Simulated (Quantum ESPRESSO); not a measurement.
## ScZr3Ga2RuW (different elements on one site, starting from this cell)

Simulated, not a measurement. The program is pw.x of Quantum ESPRESSO 7.5 (plane-wave density functional theory). The cell is made up: eight metal atoms on a hexagonal close-packed lattice, with elements, volume, strain and displacements drawn at random and not relaxed, so it may be unstable or far from any real phase. PseudoDojo standard norm-conserving files set the functional (PBE unless stated); there is no spin polarisation or spin-orbit coupling, the Fermi-Dirac width of 0.25 eV means electrons at about 2900 K, and the masses in the input are unused placeholders. Heavy elements are run without spin-orbit coupling, which real alloys of them have. A spin test at this wide smearing found no moment, but such smearing suppresses magnetism that the real alloy may have.

The runs put different elements on site 5. Cell, positions, cutoff, mesh and smearing stay as in the input of run 1; sites are counted in its order. Stress in the tables is positive in tension.

Input of run 1:

```
&control calculation='scf', pseudo_dir='./dojo.nc.sr.pbe.v0_5.standard.upf', outdir='./o', disk_io='minimal', tprnfor=.true., tstress=.true. /
&system ibrav=0, nat=8, ntyp=5, nbnd=68, ecutwfc=84.00895049, nosym=.true., tot_charge=0,
 occupations='smearing', smearing='fd', degauss=0.0183746611
/
&electrons conv_thr=1.470e-08, electron_maxstep=70, mixing_beta=0.5 /
ATOMIC_SPECIES
Ga 1.0 Ga.upf
Ru 1.0 Ru.upf
Sc 1.0 Sc.upf
W 1.0 W.upf
Zr 1.0 Zr.upf
CELL_PARAMETERS angstrom
-0.005 -0.0124 4.9459
6.0297 0.0296 -0.0063
-2.9892 5.3303 -0.0103
ATOMIC_POSITIONS angstrom
Sc 0.2788 0.1096 -0.1031
Zr -1.6177 2.5975 0.0578
Zr 3.0034 -0.0092 -0.0744
Ga 1.6424 2.6507 -0.037
Ru -0.0051 1.6579 2.4179
Zr -1.4131 4.2945 2.6677
Ga 3.0929 1.7878 2.5019
W 1.5834 4.4382 2.5518
K_POINTS automatic
5 5 5 1 1 1
```

| run | elements on sites 1 to 8 | -TS (eV) | pressure (GPa) | stress xx (GPa) | stress yy (GPa) | stress zz (GPa) | stress yz (GPa) | stress xz (GPa) | stress xy (GPa) | iterations |
| --- | --- | --- | --- | --- | --- | --- | --- | --- | --- | --- |
| 1 | Sc Zr Zr Ga Ru Zr Ga W | -1.864 | -4.20 | 3.64 | 6.55 | 2.41 | -0.68 | 0.40 | -0.82 | 16 |
| 2 | Sc Zr Zr Ga Al Zr Ga W | -1.594 | -0.47 | 1.13 | 2.66 | -2.39 | -0.07 | -0.07 | 0.06 | 15 |
| 3 | Sc Zr Zr Ga Li Zr Ga W | -1.643 | -0.29 | 1.23 | 0.62 | -0.97 | -0.37 | 0.05 | -0.45 | 14 |
| 4 | Sc Zr Zr Ga Ga Zr Ga W | -1.595 | -0.62 | 0.84 | 3.10 | -2.08 | -0.12 | 0.03 | -0.41 | 15 |
| 5 | Sc Zr Zr Ga Nb Zr Ga W | -1.739 | -0.19 | 0.67 | 2.98 | -3.07 | -0.54 | -0.14 | 0.34 | 16 |

Forces Fx Fy Fz (eV/Å):

| site | run 1 | run 2 | run 3 | run 4 | run 5 |
| --- | --- | --- | --- | --- | --- |
| 1 | -2.30 0.36 1.03 | -2.18 -0.35 1.06 | -2.09 -0.39 0.88 | -2.17 -0.17 1.04 | -2.31 -0.29 1.11 |
| 2 | 1.30 -0.48 0.55 | 0.94 -0.24 0.38 | 0.65 0.11 0.37 | 0.92 -0.27 0.43 | 1.25 -0.04 0.33 |
| 3 | 1.80 -0.16 1.13 | 1.76 -0.03 0.98 | 1.80 -0.21 1.00 | 1.78 -0.04 0.97 | 1.95 -0.04 1.18 |
| 4 | -0.90 0.54 0.11 | -0.86 0.52 0.06 | -0.97 0.62 0.04 | -0.78 0.57 0.05 | -0.96 0.57 0.09 |
| 5 | -0.20 0.03 -0.06 | 0.17 0.12 0.03 | 0.31 0.13 0.05 | 0.06 0.02 0.00 | -0.04 0.07 0.12 |
| 6 | 0.50 -0.04 -2.45 | 0.16 0.19 -2.35 | 0.13 0.03 -2.22 | 0.23 0.14 -2.38 | 0.13 -0.03 -2.34 |
| 7 | -0.27 -0.56 -0.10 | -0.21 -0.48 -0.10 | 0.02 -0.51 -0.07 | -0.23 -0.50 -0.09 | -0.31 -0.42 -0.11 |
| 8 | 0.08 0.32 -0.21 | 0.22 0.27 -0.06 | 0.15 0.23 -0.04 | 0.19 0.24 -0.02 | 0.31 0.19 -0.39 |

Energies are left out, as each element's file has its own zero. A rerun of one cell of this series at a higher cutoff and on a denser mesh moved values by no more than 0.002 eV in energy, 0.02 GPa in stress and 0.008 eV/Å in force, and a second program with other atomic files agreed on that cell to 2 % rms in force and 0.5 GPa in pressure.